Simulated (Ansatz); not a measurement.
LaC$_{2}$ (MoSi2 or CaC2 type, I4/mmm) under volume change, PBEsol in the plane-wave PAW code Ansatz, shape and atoms relaxed at each volume.

```
V (Å³/atom)  E − E(relaxed) (meV/atom)  P (GPa)
-----------  -------------------------  -------
14.994                            48.7    11.48
15.488                            20.4     7.01
15.982                             4.8     3.21
16.476                             0.0     0.00
16.971                             4.3    -2.71
17.465                            16.3    -4.99
17.959                            34.7    -6.91
```

Question: What does a third-order Birch–Murnaghan fit give for V₀, B₀ and B′?

Answer: V₀ = 16.48 Å³/atom, B₀ = 97.9 GPa, B′ = 4.6.

The workflow started from a Materials Project entry (that database holds measured and hypothetical structures alike); the Crystallography Open Database files this formula in space group No. 139, but the cells were not matched. Whether it is the stable phase at ambient conditions was not checked. The cell was relaxed with PBEsol under the symmetry of its start; its stability against distortions is not shown here. Spin–orbit coupling is left out wherever it is not named.

Potentials: the later of the program's two PAW sets.
